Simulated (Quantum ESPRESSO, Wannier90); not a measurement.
# Wannierisation of ZnO (wurtzite)

```xyz
4
Lattice="3.2373 0.0000 0.0000 -1.6187 2.8036 0.0000 0.0000 0.0000 5.2221" Properties=species:S:1:pos:R:3 pbc="T T T"
Zn    -1.6187     0.9345    -2.6079
Zn     1.6187    -0.9345     0.0031
O     -1.6187     0.9345    -0.6281
O      1.6187    -0.9345     1.9829
```

Structure: Materials Project mp-2133, symmetrised, not relaxed again. COD (Crystallography Open Database) has the formula in 2 space groups, this one among them (matched by group alone). Method: PBEsol plane waves in Quantum ESPRESSO 7.5 (PseudoDojo norm-conserving files, 68 Ry, no spin polarisation, no spin-orbit coupling), Bloch states on a 12×12×4 mesh through Γ, Wannier90 4.0.1. Density: 12×12×6 mesh, Gaussian smearing 0.01 Ry.

A tight-binding model is made by disentanglement and projection with no localisation steps (num_iter = 0), so the 26 orbitals stay atom-like: hydrogen-like Zn: s;p;d; O: s;p, axes along x, y, z; frozen window up to 2.25 eV relative to the valence-band maximum. It follows pw.x to 0.5 meV rms for states up to 1.8 eV relative to the valence-band maximum. Matrix elements depend on this choice of orbitals and windows.

The 45 largest hoppings ⟨m,0|H|n,R⟩ between different sites (one of each Hermitian pair; signs follow the real orbitals' lobes; the list may end inside a set of equal values):

| m | n | R | distance of the centres (Å) | t (eV) |
|---|---|---|---|---|
| O3 pz | Zn1 pz | 0 0 0 | 2.11 | 2.757 |
| O4 pz | Zn2 pz | 0 0 0 | 2.11 | 2.757 |
| Zn2 py | O3 py | 1 0 0 | 2.08 | 2.409 |
| O4 py | Zn1 py | 1 0 1 | 2.08 | 2.409 |
| O3 s | Zn1 pz | 0 0 0 | 2.07 | -2.331 |
| O4 s | Zn2 pz | 0 0 0 | 2.07 | -2.331 |
| Zn2 py | O3 s | 1 0 0 | 2.05 | -2.290 |
| O4 s | Zn1 py | 1 0 1 | 2.05 | 2.290 |
| O3 pz | Zn1 s | 0 0 0 | 2.01 | 2.051 |
| O4 pz | Zn2 s | 0 0 0 | 2.01 | 2.051 |
| Zn1 px | O4 s | 0 1 -1 | 2.01 | -1.983 |
| O3 s | Zn2 px | 0 1 0 | 2.01 | 1.983 |
| Zn2 px | O3 s | 1 -1 0 | 2.01 | -1.983 |
| O4 s | Zn1 px | 1 -1 1 | 2.01 | 1.983 |
| Zn2 s | O3 py | 1 0 0 | 2.00 | 1.955 |
| O4 py | Zn1 s | 1 0 1 | 2.00 | -1.955 |
| O3 s | Zn1 dz2 | 0 0 0 | 1.99 | -1.700 |
| O4 s | Zn2 dz2 | 0 0 0 | 1.99 | -1.700 |
| Zn2 s | O3 px | 1 -1 0 | 1.99 | 1.693 |
| O4 px | Zn1 s | 1 -1 1 | 1.99 | -1.693 |
| Zn1 s | O4 px | 0 1 -1 | 1.99 | 1.693 |
| O3 px | Zn2 s | 0 1 0 | 1.99 | -1.693 |
| Zn2 px | O3 px | 1 -1 0 | 2.03 | 1.575 |
| O4 px | Zn1 px | 1 -1 1 | 2.03 | 1.575 |
| Zn1 px | O4 px | 0 1 -1 | 2.03 | 1.574 |
| O3 px | Zn2 px | 0 1 0 | 2.03 | 1.574 |
| Zn2 px | O3 py | 1 -1 0 | 2.01 | -1.445 |
| Zn2 py | O3 px | 1 -1 0 | 1.96 | -1.445 |
| O4 px | Zn1 py | 1 -1 1 | 1.96 | -1.445 |
| O4 py | Zn1 px | 1 -1 1 | 2.01 | -1.445 |
| Zn1 px | O4 py | 0 1 -1 | 2.01 | 1.445 |
| O3 py | Zn2 px | 0 1 0 | 2.01 | 1.445 |
| Zn1 py | O4 px | 0 1 -1 | 1.96 | 1.445 |
| O3 px | Zn2 py | 0 1 0 | 1.96 | 1.445 |
| Zn2 dx2-y2 | O3 s | 1 0 0 | 1.98 | 1.328 |
| O4 s | Zn1 dx2-y2 | 1 0 1 | 1.98 | 1.328 |
| Zn1 dxy | O4 s | 0 1 -1 | 1.98 | -1.150 |
| O3 s | Zn2 dxy | 0 1 0 | 1.98 | -1.150 |
| Zn2 dxy | O3 s | 1 -1 0 | 1.98 | 1.150 |
| O4 s | Zn1 dxy | 1 -1 1 | 1.98 | 1.150 |
| Zn1 py | O4 s | 0 1 -1 | 1.94 | -1.145 |
| O3 s | Zn2 py | 0 1 0 | 1.94 | 1.145 |
| Zn2 py | O3 s | 1 -1 0 | 1.94 | 1.145 |
| O4 s | Zn1 py | 1 -1 1 | 1.94 | -1.145 |
| Zn2 py | O3 pz | 1 0 0 | 2.04 | -1.121 |
